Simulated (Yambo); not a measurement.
Absorption of CsHgF₃ (cubic perovskite, space group Pm-3m, No. 221) with and without the electron-hole interaction (Yambo, PBEsol bands; 4×4×4 mesh, 32 valence and 6 conduction bands, static screening with 120 bands and a 3 Ry block, scissor 2.27 eV, Tamm-Dancoff; field along x).

```csv
E (eV),"Im ε, BSE","Im ε, independent quasiparticles"
2.95,0.09,0.03
3.05,0.10,0.03
3.15,0.11,0.04
3.25,0.13,0.04
3.35,0.15,0.04
3.45,0.17,0.05
3.55,0.21,0.05
3.65,0.26,0.05
3.75,0.33,0.06
3.85,0.46,0.07
3.95,0.69,0.07
4.05,1.14,0.08
4.15,1.62,0.09
4.25,1.65,0.11
4.35,1.48,0.13
4.45,1.26,0.17
4.55,1.34,0.23
4.65,1.80,0.35
4.75,2.89,0.54
4.85,5.30,0.59
4.95,8.70,0.53
5.05,7.53,0.45
5.15,4.49,0.41
5.25,2.98,0.44
5.35,2.21,0.53
5.45,2.07,0.73
5.55,2.55,1.11
5.65,3.02,1.89
5.75,2.35,3.36
5.85,1.49,4.02
5.95,1.07,2.93
6.05,0.90,2.38
6.15,0.76,2.69
6.25,0.67,3.61
6.35,0.68,4.65
6.45,0.82,4.08
6.55,1.14,3.09
6.65,1.26,2.37
6.75,0.98,1.63
6.85,0.85,1.18
6.95,0.78,0.99
7.05,0.70,1.01
7.15,0.55,1.28
7.25,0.43,1.66
7.35,0.39,1.52
7.45,0.41,1.35
7.55,0.50,1.49
7.65,0.66,1.57
7.75,0.68,1.39
7.85,0.62,1.01
7.95,0.57,0.77
8.05,0.48,0.69
8.15,0.45,0.72
8.25,0.49,0.87
8.35,0.60,1.03
```

The scissor comes from a G0W0 run whose convergence isn't established. Broadening 0.15 eV. The band window holds all transitions up to 8.4 eV. Fine structure above the onset can come from the mesh.

The cell is held in this high symmetry; tilts and polar distortions were not searched.

Spin-orbit coupling is included.

Geometry of the Materials Project entry, not relaxed at this level; primitive cell a = b = c = 4.595 Å, α = β = γ = 90.00°.
